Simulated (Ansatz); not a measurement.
Kick test of a cell of Be₃ZnTe₄

The structure comes from a generated guess, relaxed at this level; another structure or a mixture of phases may lie lower.

Level of theory: DFT PBE, scalar-relativistic, plane waves, PAW (Ansatz). Plane waves to 420 eV, a k mesh through Γ of 8×8×4 on the computed 8-atom cell and Gaussian smearing (0.02 eV); no spin polarisation.

The cell below (8 atoms, space group P-4m2 (No. 115)) is relaxed within its symmetry.

```yaml
crystal:
  lattice:
    - [4.08498, 0.00000, 0.00000]
    - [0.00000, 4.08498, 0.00000]
    - [0.00000, 0.00000, 11.65674]
  atoms:
    - { symbol: Be, position: [0.00000, 0.00000, 0.00000] }
    - { symbol: Be, position: [0.50000, 0.50000, 0.23958] }
    - { symbol: Be, position: [0.50000, 0.50000, 0.76042] }
    - { symbol: Zn, position: [0.00000, 0.00000, 0.50000] }
    - { symbol: Te, position: [0.50000, 0.00000, 0.11962] }
    - { symbol: Te, position: [0.00000, 0.50000, 0.35772] }
    - { symbol: Te, position: [0.50000, 0.00000, 0.64228] }
    - { symbol: Te, position: [0.00000, 0.50000, 0.88038] }
```

For the test it was strained at random (σ = 1.5 % a component), the atoms were moved at random (σ = 0.15 Å), and all was relaxed again on a coarse 4×4×1 mesh (in the run’s order of axes) with 0.10 eV smearing, with no symmetry imposed.

Spin–orbit coupling, which can matter for Te, is left out.

Question: Does it come back?

Answer: It returns, within 1 meV/atom of the unmoved cell on that mesh and with the same symmetry when read at 0.1 Å. No instability shows in this cell; modes of other wave vectors, which need another repeat, aren't tested.
